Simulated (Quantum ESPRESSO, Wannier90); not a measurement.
**GaS (R-3m), plane waves to Wannier functions**

```
begin unit_cell_cart
ang
   -1.8018249034    3.1208522790    0.0000000000
   -3.6036498067    0.0000000000    0.0000000000
   -1.8018249034    1.0402840930    7.9893070000
end unit_cell_cart
begin atoms_frac
Ga   0.0508200000  0.0508200000 -0.1524600000
Ga  -0.0508200000 -0.0508200000  0.1524600000
S   -0.2380530000 -0.2380530000 -0.2858410000
S    0.2380530000  0.2380530000  0.2858410000
end atoms_frac
```

Materials Project entry mp-9889; symmetrised, unrelaxed at this level. Not found in the COD (Crystallography Open Database) copy used, which has the formula in other groups; not checked further. Level: LDA, no spin polarisation, no spin-orbit coupling; pw.x of Quantum ESPRESSO at 64 Ry with PseudoDojo potentials, 8×8×8 k-points, Wannier90. Density: 10×10×10 mesh, cold smearing 0.01 Ry. The cell is built of weakly bound layers, chains or molecules, whose nearest atoms lie 4.00 Å apart. Database cells relaxed without dispersion often hold them too far apart, which can enlarge gaps and weakens couplings between them; spacing and stacking were not compared with the measured crystal.

A tight-binding model is made by disentanglement and projection with no localisation steps (num_iter = 0), so the 16 orbitals stay atom-like: hydrogen-like Ga: s;p; S: s;p, axes along x, y, z; frozen window up to 2.94 eV relative to the valence-band maximum. It follows pw.x to 3.5 meV rms for states up to 2.4 eV relative to the valence-band maximum. Matrix elements depend on this choice of orbitals and windows.

Question: What are the on-site energies relative to the valence-band maximum, and how fast do the hoppings decay?

Answer: 
| atom | orbitals | energy (eV) |
|---|---|---|
| Ga1 | s | -2.44 |
| Ga1 | pz | 3.59 |
| Ga1 | px py | 3.23 |
| Ga2 | s | -2.44 |
| Ga2 | pz | 3.59 |
| Ga2 | px py | 3.23 |
| S3 | s | -10.76 |
| S3 | pz | -1.40 |
| S3 | px py | -1.24 |
| S4 | s | -10.76 |
| S4 | pz | -1.40 |
| S4 | px py | -1.24 |

```json
[
 {"distance of the centres (Å)": "2–3", "largest modulus (eV)": "2.4"},
 {"distance of the centres (Å)": "3–4", "largest modulus (eV)": "2.4"},
 {"distance of the centres (Å)": "4–5", "largest modulus (eV)": "0.21"},
 {"distance of the centres (Å)": "5–6", "largest modulus (eV)": "0.20"},
 {"distance of the centres (Å)": "6–7", "largest modulus (eV)": "0.051"},
 {"distance of the centres (Å)": "7–8", "largest modulus (eV)": "0.058"},
 {"distance of the centres (Å)": "8–9", "largest modulus (eV)": "0.021"},
 {"distance of the centres (Å)": "9–10", "largest modulus (eV)": "0.0089"},
 {"distance of the centres (Å)": "10–11", "largest modulus (eV)": "0.0075"},
 {"distance of the centres (Å)": "11–12", "largest modulus (eV)": "0.0052"}
]
```
